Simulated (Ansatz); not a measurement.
Input:

AlNi:
```yaml
crystal:
  lattice:
    - [2.89321, 0.00000, 0.00000]
    - [0.00000, 2.89321, 0.00000]
    - [0.00000, 0.00000, 2.89321]
  atoms:
    - { symbol: Al, position: [0.50000, 0.50000, 0.50000] }
    - { symbol: Ni, position: [0.00000, 0.00000, 0.00000] }
```

This is the PBE-relaxed structure.

### Question
All from plane-wave PAW PBE (Ansatz code), unless another level is named. Estimate the density of states at the Fermi level.

### Answer
0.43 states/eV per atom (mean over ±0.08 eV).

### Question
What about the formation energy from the elements (no fitted shifts)?

### Answer
-651 meV/atom.

Space group Pm-3m (CsCl type). Symmetry was held in the PBE relaxation; phonons on a q-mesh show no instability. The run is not spin-polarised. The references are the lowest solids computed at this level, not always the standard phases.

Potentials: the later of the program's two PAW sets.
